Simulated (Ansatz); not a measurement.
Level of theory: DFT PBE, scalar-relativistic, plane waves, PAW in Ansatz. Plane waves to 420 eV, an 8×8×4 mesh through Γ for the 8-atom cell and 0.01 eV Gaussian smearing; no spin polarisation.

Formation energies are uncorrected and count from the elements' standard states at the same level.

Task: Suggest a trial structure for a tetragonal narrow-gap semiconductor that holds Te and 2 more elements, with a gap near 0.3 eV, a formation energy near −0.51 eV/atom and a density near 7.87 g/cm³, in a cell of 8 atoms.

Result: TePb4Se3, space group P4/mmm (No. 123). Te has 6 Pb at 3.16–3.25 Å; Pb on a site of symmetry 4/mmm is surrounded by 4 Te at 3.16 Å and 2 Se at 3.18 Å; Pb on a site of symmetry 4mm has 5 Se at 3.06–3.16 Å and 1 Te at 3.25 Å; around Se on a site of symmetry 4mm lie 6 Pb at 3.12–3.18 Å; 2 more sites not described.

```cif
data_structure
_symmetry_space_group_name_H-M 'P 1'
_symmetry_Int_Tables_number 1
_cell_length_a 4.4693
_cell_length_b 4.4693
_cell_length_c 12.6104
_cell_angle_alpha 90.000
_cell_angle_beta 90.000
_cell_angle_gamma 90.000
_cell_volume 251.89
loop_
_atom_site_label
_atom_site_type_symbol
_atom_site_fract_x
_atom_site_fract_y
_atom_site_fract_z
_atom_site_occupancy
Te1 Te 0.50000 0.50000 0.00000 1
Pb1 Pb 0.00000 0.00000 0.00000 1
Pb2 Pb 0.50000 0.50000 0.25750 1
Pb3 Pb 0.00000 0.00000 0.50000 1
Pb4 Pb 0.50000 0.50000 0.74250 1
Se1 Se 0.00000 0.00000 0.25227 1
Se2 Se 0.50000 0.50000 0.50000 1
Se3 Se 0.00000 0.00000 0.74773 1
```

- Volume per atom: 31.49 Å³
- Density: 7.87 g/cm³
- Formation energy: −0.506 eV/atom
- Gap on the 8×8×4 mesh of the 8-atom cell: 0.26 eV

The structure comes from a generated guess, relaxed at this level; another structure or a mixture of phases may lie lower. The answer needn't be unique; the calculation gave this one.

Spin–orbit coupling, which can matter for Pb and Te, is left out. Kohn–Sham gaps at this level usually fall short of measured ones. The missing spin–orbit coupling can work the other way here. The reference forms of Se and Te are held partly by dispersion forces, which this level lacks. Small gaps are read on the mesh alone, and bands can cross between its points. A structure relaxed within its symmetry needn't be a true minimum.
